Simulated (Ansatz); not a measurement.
Data sheet: Cr₃Os (DFT)

Cr$_{3}$Os:
Space group Pm-3n (No. 223); a = 4.5917 Å, b = 4.5917 Å, c = 4.5917 Å, α = 90.00°, β = 90.00°, γ = 90.00°

```
atom  site  symmetry       x       y       z
----  ----  --------  ------  ------  ------
Cr      6c     -4m.2  0.0000  0.5000  0.2500
Os      2a      m-3.  0.0000  0.0000  0.0000
```

Space group Pm-3n (No. 223), A15 (Cr3Si type); conventional cell a = 4.5917 Å, b = 4.5917 Å, c = 4.5917 Å, α = 90.00°, β = 90.00°, γ = 90.00°.

Method: the program Ansatz at the PBEsol level (PAW). Geometry: relaxed at this level of theory. Other levels are named where they apply.

### Cell and energy

| Item | Result |
|---|---|
| Volume per atom | 12.10 Å³ |
| Density | 11.88 g/cm³ |
| Formation energy from the elements (no fitted shifts) | 0.028 eV/atom |

### Electronic structure

| Property | Result |
|---|---|
| Electronic character | metallic (no gap) |
| Density of states at the Fermi level | 1.5 states/eV per atom (mean over ±0.08 eV) |
| Gap with spin–orbit coupling | none (metallic) |

### Magnetism

| Quantity | Value |
|---|---|
| Magnetic order | non-magnetic (starting moments vanished) |

### Mechanics

| Property | Result |
|---|---|
| Bulk modulus (Birch–Murnaghan fit) | 309 GPa |
| Pressure derivative B′ | 4.4 |
| Elastic constants (relaxed ions, GPa) | C11 = 495, C12 = 217, C44 = 115 |
| Mechanical stability | stable (all eigenvalues of C positive) |
| Hill bulk and shear moduli | 309 and 124 GPa |
| Young's modulus | 328 GPa |
| Poisson's ratio | 0.32 |
| Debye temperature from the elastic constants | 469 K |

### Charges

| Property | Result |
|---|---|
| Bader charges | Cr +0.48, Os -1.44 e |

The workflow started from an entry of the Crystallography Open Database (COD). Whether it is the stable phase at ambient conditions was not checked. Symmetry was held in the PBEsol relaxation; whether a distortion lowers the energy is not shown. The workflow began spin-polarised and lost its moments. As this level gives no gap, shear constants depend on the k-mesh and smearing (Fermi–Dirac, 0.1 eV here). On the denser mesh and wider smearing of the elastic run this cell carries a stress of 0.3 GPa. The references are the lowest solids computed at this level, not always the standard phases. Scalar-relativistic: spin–orbit coupling is off unless named, which matters more the heavier the elements.

Potentials: the later of the program's two PAW sets.
